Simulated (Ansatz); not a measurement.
An Ansatz (an electronic-structure program) run. Input:

Ansatz 0.2 input:
```yaml
crystal:
  lattice:
    - [0.0, 5.3008944187, 3.4611909054]
    - [5.2594212506, 0.0, 3.4611909054]
    - [5.2594212506, 5.3008944187, 0.0]
  atoms:
    - { symbol: K, position: [0.2494796089, 0.2494796089, 0.7505203911] }
    - { symbol: K, position: [0.4994796089, 0.4994796089, 0.0005203911] }
    - { symbol: H, position: [0.0259711643, 0.7342725757, 0.3886413216] }
    - { symbol: H, position: [0.7342725757, 0.0259711643, 0.8511149385] }
    - { symbol: H, position: [0.3988850615, 0.8613586784, 0.5157274243] }
    - { symbol: H, position: [0.8613586784, 0.3988850615, 0.2240288357] }
    - { symbol: P, position: [0.7625903055, 0.7625903055, 0.2374096945] }
    - { symbol: P, position: [0.0125903055, 0.0125903055, 0.4874096945] }
    - { symbol: O, position: [0.2187612452, 0.0475522247, 0.5153017819] }
    - { symbol: O, position: [0.0475522247, 0.2187612452, 0.2183847482] }
    - { symbol: O, position: [0.0316152518, 0.7346982181, 0.2024477753] }
    - { symbol: O, position: [0.7346982181, 0.0316152518, 0.0312387548] }
    - { symbol: O, position: [0.7296208701, 0.0248420056, 0.7082175431] }
    - { symbol: O, position: [0.0248420056, 0.7296208701, 0.5373195812] }
    - { symbol: O, position: [0.7126804188, 0.5417824569, 0.2251579944] }
    - { symbol: O, position: [0.5417824569, 0.7126804188, 0.5203791299] }
kpoints:
  mp_grid: { grid: [3, 3, 3] }
hamiltonian:
  xc: hse06
  pseudopotentials: { azcp: { folder: ./paw }, kind: paw }
scf:
  n_extra_bands: 16
  occupations: { method: fixed }
output:
  eigenvalues: true
  eigenstates:
    e_range: [-9.0, 16.4]
    kpoints:
      - [0.0, 0.479167, 0.479167]  # VBM
      - [0.0, 0.0, 0.0]  # CBM
      - [0.0, 0.0, 0.0]  # GAMMA
      - [0.0, 0.5, 0.5]  # T
      - [0.5, 0.5, 1.0]  # Z
      - [0.5, 0.0, 0.5]  # Y
      - [0.4648559563, 0.4648559563, 0.0]  # LAMBDA_0
      - [0.5351440437, 0.5351440437, 1.0]  # Q_0
      - [0.2483124331, 0.7483124331, 0.5]  # G_0
      - [0.7516875669, 0.2516875669, 0.5]  # H_0
      - [0.5, 0.5, 0.5]  # L
```

Output (shortened):

```
Pseudopotentials: kind: paw
Pseudopotential: K, paw, valence charge 9
Pseudopotential: H, paw, valence charge 1
Pseudopotential: P, paw, valence charge 5
Pseudopotential: O, paw, valence charge 6
Functional definition: HSE06
davidson cushion auto → on  (no smearing: the cushion is to keep the highest requested band from converging to the state above it …
Crystal: 16 atoms, lattice volume = 192.993 Å³
Basis set: ecut = 420 eV, 3811 PW (Γ)
Bands: 56, of which v1, the nominal top of the filled ones, is band 40 counted from 1 (39 counted from 0)
Symmetry: 4 space group operations
Space group: Fdd2 (ITA 43), of the structure as read, at distance tolerance 5.8e-5 Å
k-points: 8 of 27 (time reversal used)
PAW frozen core: K, regenerated for the run's functional, and the local potential with it
PAW frozen core: P, regenerated for the run's functional, and the local potential with it
PAW frozen core: O, regenerated for the run's functional, and the local potential with it
Initial density: superposition of atomic densities (chi_scale 0.1, normalization cell, long waves kept (reshape's long-wave potential 0.04 eV rms))
Initial wavefunctions: pseudopotential atomic-orbital guess
Eigensolver: davidson
Functional: x = pbe(κ = 0.804, μ = 0.2195149727645171), c = pbe(β = 0.06672455060314922), warm-up for x = pbe(κ = 0.804, μ = 0.2195149727645171) + 0.25 (exact …
SCF iter   1: F=—  HF=-9205.470291 eV  |F-HF|=—  |Δ(HF+E_count)|=         —  Δρ=8.68e-2  dr2=1.78e1  ethr=1.00e-1  ⟨swp⟩=8.1  Hψ=1864  notcnv=0
preconditioner: auto → none
SCF iter   2: F=—  HF=-9199.938451 eV  |F-HF|=—  |Δ(HF+E_count)|=    5.53e0  Δρ=4.30e-2  dr2=2.15e0  ethr=2.23e-2  ⟨swp⟩=4.0  Hψ=1378  notcnv=0
SCF iter   3: F=—  HF=-9199.496134 eV  |F-HF|=—  |Δ(HF+E_count)|=   4.42e-1  Δρ=1.67e-2  dr2=3.62e-1  ethr=2.69e-3  ⟨swp⟩=3.6  Hψ=1297  notcnv=0
SCF iter   4: F=—  HF=-9199.498986 eV  |F-HF|=—  |Δ(HF+E_count)|=   2.85e-3  Δρ=7.64e-3  dr2=8.38e-2  ethr=4.52e-4  ⟨swp⟩=3.0  Hψ=1090  notcnv=0
SCF iter   5: F=—  HF=-9199.496007 eV  |F-HF|=—  |Δ(HF+E_count)|=   2.98e-3  Δρ=3.53e-3  dr2=1.75e-2  ethr=1.05e-4  ⟨swp⟩=4.0  Hψ=1287  notcnv=0
iter 6 solved again at ethr=2.38e-7 eV; its pass at ethr=2.19e-5 eV (dr2=1.90e-4 eV) is discarded
SCF iter   6: F=-9199.493452 eV  HF=-9199.493292 eV  |F-HF|=1.60e-4  |Δ(HF+E_count)|=   2.72e-3  Δρ=5.18e-4  dr2=1.94e-4  ethr=2.38e-7  ⟨swp⟩=4.9  Hψ=2682  notcnv=0
SCF 1 stopped early in 6 iterations: F = -9199.493452 eV  dr2 = 1.94e-4
Crystal: 16 atoms, lattice volume = 192.993 Å³
Initial density: handed on by an earlier stage of this run
Initial wavefunctions: those handed on with the density
Functional: x = pbe(κ = 0.804, μ = 0.2195149727645171) + 0.25 (exact − pbe) at short range (hse, ω = 0.20786987370883472 Å⁻¹), c = pbe(β = 0.06672455060314922); HSE06 as pw.x's `hse` composes it (authors' and Libxc's form: `xc: wpbeh`)
Exchange kernel: α = 0.2500, screened, ω = 0.2079 Å⁻¹, Wigner–Seitz truncation, v(0) = 1042.9758 eV·Å³, q-mesh 3×3×3, nearest image of the exchange supercell L …
Frozen-core exchange: fock
SCF iter   1: F=—  HF=-9201.083475 eV  |F-HF|=—  |Δ(HF+E_count)|=         —  Δρ=7.32e-3  dr2=7.61e-2  ethr=2.43e-6  ⟨swp⟩=8.6  Hψ=2566  notcnv=0
preconditioner: auto → none
SCF iter   2: F=—  HF=-9201.059641 eV  |F-HF|=—  |Δ(HF+E_count)|=   2.38e-2  Δρ=2.68e-3  dr2=7.86e-3  ethr=2.43e-6  ⟨swp⟩=5.0  Hψ=1780  notcnv=0
SCF iter   3: F=—  HF=-9201.082174 eV  |F-HF|=—  |Δ(HF+E_count)|=   2.25e-2  Δρ=8.66e-4  dr2=1.10e-3  ethr=2.43e-6  ⟨swp⟩=5.0  Hψ=1589  notcnv=0
SCF iter   4: F=—  HF=-9201.081787 eV  |F-HF|=—  |Δ(HF+E_count)|=   3.87e-4  Δρ=7.16e-5  dr2=2.74e-5  ethr=1.27e-6  ⟨swp⟩=3.0  Hψ=1140  notcnv=0
SCF iter   5: F=-9201.082012 eV  HF=-9201.082019 eV  |F-HF|=6.70e-6  |Δ(HF+E_count)|=   2.32e-4  Δρ=9.36e-5  dr2=1.05e-5  ethr=8.46e-9  ⟨swp⟩=7.0  Hψ=1982  notcnv=0  defer=6
SCF 2 stopped early in 5 iterations: F = -9201.082012 eV  dr2 = 1.05e-5
hybrid outer 1: dexx = +2.796e-2 eV, tail = 7.16e-5 eV
Crystal: 16 atoms, lattice volume = 192.993 Å³
Exchange kernel: α = 0.2500, screened, ω = 0.2079 Å⁻¹, Wigner–Seitz truncation, v(0) = 1042.9758 eV·Å³, q-mesh 3×3×3, nearest image of the exchange supercell L …
Frozen-core exchange: fock
SCF iter   1: F=—  HF=-9201.082188 eV  |F-HF|=—  |Δ(HF+E_count)|=         —  Δρ=4.80e-5  dr2=1.27e-6  ethr=4.47e-7  ⟨swp⟩=4.2  Hψ=1121  notcnv=0
preconditioner: auto → none
SCF iter   2: F=—  HF=-9201.082190 eV  |F-HF|=—  |Δ(HF+E_count)|=   1.83e-6  Δρ=1.60e-5  dr2=2.26e-7  ethr=1.48e-9  ⟨swp⟩=6.4  Hψ=1848  notcnv=0
SCF iter   3: F=-9201.082190 eV  HF=-9201.082190 eV  |F-HF|=8.84e-9  |Δ(HF+E_count)|=   6.00e-9  Δρ=7.03e-6  dr2=2.90e-8  ethr=2.45e-10  ⟨swp⟩=3.5  Hψ=1108  notcnv=0
SCF 3 converged in 3 iterations: F = -9201.082190 eV  dr2 = 2.90e-8
hybrid outer 2: dexx = +8.832e-7 eV, tail = 8.53e-8 eV, Δε = 2.33e-3 eV (about 1.02e-4 eV left of the loop's levels)
the search or the solves at the SCF's close seem to have found levels that the self-consistency loop had missed (the run counts 1) …
NSCF: frozen V_eff on 11 k-points
hybrid SCF converged: 2 outer / 8 inner (+6 warm-up), last move |dexx| = 8.83e-7 eV, tail = 8.53e-8 eV
Stability not checked (fock_operator)
Free energy (F): -9201.082190 eV
Frozen-core exchange: fock
Harris-Foulkes:  -9201.082190 eV  (|F-HF|=8.84e-9)
Internal energy: -9201.082190 eV  (E = F + TS)
E sigma→0 (E₀):  -9201.082190 eV
Fermi energy:    0.777321 eV
--- Per-component energies (eV) ---
  E_band       = -649.336442
  E_kinetic    = 2093.053106
  E_local      = -5120.724068  (includes V_loc(G=0)·N_el)
  E_nonlocal   = 494.818904
  E_hartree    = 1852.326604
  E_xc         = -829.295313
  E_vxc        = -987.989253  (∫ρ·V_xc dr)
  E_exx        = -230.502316  (= α·E_x^exact, valence–valence)
  E_paw        = -3963.105587  (= ΣΔE_a)
  E_vpaw       = -372.146093  (= ΣTr[D̂ρ^β])
  E_aug_tail   = 0.003161  (compensation charges beyond the density's cutoff)
  E_ewald      = -3497.009844
  E_core_change = -0.646838  (= ΣΔE_core)
  E_smearing   =  0.000000  (= −TS)
  E_closure    =  0.000000  (closes the sum)
  Σ components = -9201.082190   (vs F -9201.082190, Δ=1.82e-12)
  [band-id]    e_kinetic+e_local+e_nonlocal+2·e_hartree+e_vxc+2·e_exx+e_vpaw+e_augmentation_tail = -649.335667   (vs E_band -649.336442, Δ=7.74e-4)
--- Band table (eV; the first three rows and the last of 8) ---
  k-point 0: bands = ["-27.7865", "-27.7653", "-21.1821", "-20.4578", "-19.1028", "-19.0001", "-18.6317", "-17.8981", "-17.7964", "-17.6898", "-10.0062", "-10.0053", "-9.9845", "-9.9203", "-9.9155", "-9.8838", "-8.4156", "-7.0622", "-6.2289", "-5.8995", "-5.7199", "-4.0321", "-3.5153", "-3.3905", "-3.1583", "-2.6118", "-2.3417", "-1.9797", "-1.7561", "-0.9511", "-0.7957", "-0.7305", "-0.7174", "-0.5328", "-0.0565", "0.2723", "0.3674", "0.4130", "0.6377", "0.7520", "8.2295", "10.8702", "11.8238", "11.8576", "12.3053", "12.3221", "12.3600", "12.7095", "12.7702", "13.1669", "13.1883", "13.3095", "13.4873", "14.0267", "14.1020", "14.3732"]
  k-point 1: bands = ["-27.7824", "-27.7687", "-21.0925", "-20.6254", "-19.0769", "-18.9945", "-18.5016", "-17.9943", "-17.7674", "-17.7013", "-10.0282", "-10.0051", "-9.9839", "-9.9375", "-9.9146", "-9.9071", "-8.1798", "-7.3411", "-6.3481", "-6.0360", "-5.1004", "-4.0580", "-3.7646", "-3.4675", "-2.9983", "-2.4919", "-2.4038", "-2.1407", "-1.5689", "-1.1785", "-0.9829", "-0.7081", "-0.5614", "-0.4964", "-0.0293", "0.2551", "0.3211", "0.3909", "0.6007", "0.7353", "9.2983", "10.9189", "11.1786", "11.4276", "11.9188", "11.9829", "12.1349", "12.5709", "12.7529", "12.9930", "13.3613", "13.5704", "13.9513", "14.0590", "14.3268", "14.4834"]
  k-point 2: bands = ["-27.7810", "-27.7704", "-21.0428", "-20.6961", "-19.0066", "-18.9934", "-18.4875", "-18.1005", "-17.7442", "-17.6930", "-10.0050", "-10.0038", "-9.9635", "-9.9528", "-9.9318", "-9.9055", "-8.0603", "-7.3718", "-6.3636", "-6.2654", "-4.8171", "-4.1232", "-3.8883", "-3.5038", "-2.9689", "-2.5750", "-2.2289", "-2.1067", "-1.5655", "-1.1679", "-0.9365", "-0.8246", "-0.5251", "-0.5149", "-0.0755", "0.1220", "0.2983", "0.3505", "0.7729", "0.7773", "9.3046", "10.8718", "11.6257", "11.7151", "12.0265", "12.0641", "12.4492", "12.4751", "12.4927", "12.7052", "12.7589", "13.1740", "13.8023", "13.8186", "14.2340", "14.5150"]
  k-point 7: bands = ["-27.7782", "-27.7729", "-20.9575", "-20.7823", "-19.0745", "-19.0315", "-18.3300", "-18.1396", "-17.7347", "-17.7164", "-10.0205", "-10.0045", "-9.9430", "-9.9389", "-9.9179", "-9.9029", "-7.9832", "-7.6559", "-6.2377", "-6.0517", "-4.7083", "-4.3331", "-3.7705", "-3.5540", "-2.7980", "-2.6210", "-2.3982", "-2.3024", "-1.6463", "-1.5091", "-0.7551", "-0.6509", "-0.5174", "-0.4815", "0.0457", "0.2378", "0.2651", "0.3757", "0.6677", "0.7017", "9.9802", "10.7719", "11.3444", "11.4524", "11.4884", "11.7769", "12.0419", "12.1890", "12.7891", "13.1355", "13.3874", "13.4473", "13.7862", "13.9518", "14.0302", "14.2045"]
  band table: 56 of 56 bands, residual norms ≤ 1.0e-3 eV
```

Cost: roughly 4 core-minutes on shared cores.

The points marked VBM and CBM come from a semilocal run.

The workflow started from a Materials Project entry (that database holds measured and hypothetical structures alike); the Crystallography Open Database files this formula in space group No. 43, but the cells were not matched. Its standing as an ambient phase is unchecked. Symmetry was held in the PBEsol relaxation; whether a distortion lowers the energy is not shown.

Potentials: the earlier of the program's two PAW sets. The files were generated under PBE; for other functionals the program regenerates the frozen cores, and for LDA and PBEsol the local potential too.

Ansatz is a plane-wave DFT program.
